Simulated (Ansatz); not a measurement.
Input and command of a plane-wave DFT calculation in Ansatz:

```yaml
crystal:
  lattice:
    - [2.387022379, -2.3397687327, -0.137936092]
    - [2.387022379, 2.3390550131, 0.1252477438]
    - [-1.2253611782, 0.2732858938, 4.8584158892]
  atoms:
    - { symbol: Mg, position: [0.8082382625, 0.8082382625, 0.1984312469] }
    - { symbol: Mg, position: [0.1917617375, 0.1917617375, 0.8015687531] }
    - { symbol: C, position: [0.3041690745, 0.3041690745, 0.2614645499] }
    - { symbol: C, position: [0.6958309255, 0.6958309255, 0.7385354501] }
    - { symbol: C, position: [0.5, 0.5, 0.5] }
basis:
  ecutwfc: 500
kpoints:
  mp_grid: { grid: [8, 8, 6] }
hamiltonian:
  xc: r2scan
scf:
  occupations: { method: gaussian, width: 0.05 }
output:
  forces: true
  stress: true
  eigenvalues: true
```

```bash
ansatz run input.yaml --threads 1 --pin off --max-ram 2560MiB --backend cpu --events-out ev --progress --plain --runs-dir out
```

Processor: Arm Neoverse V2, 1 thread, on a host shared with other jobs.

Problem. How long does it run, and how much memory does it take?

Solution. About 21 s on 1 thread of Arm Neoverse V2 (shared host), peak memory 0.56 GiB. It solves 21 bands at 196 k points (the mesh reduced by the symmetry that the task leaves, which can be less than the crystal's) with about 1367 plane waves, in 7 SCF iterations.
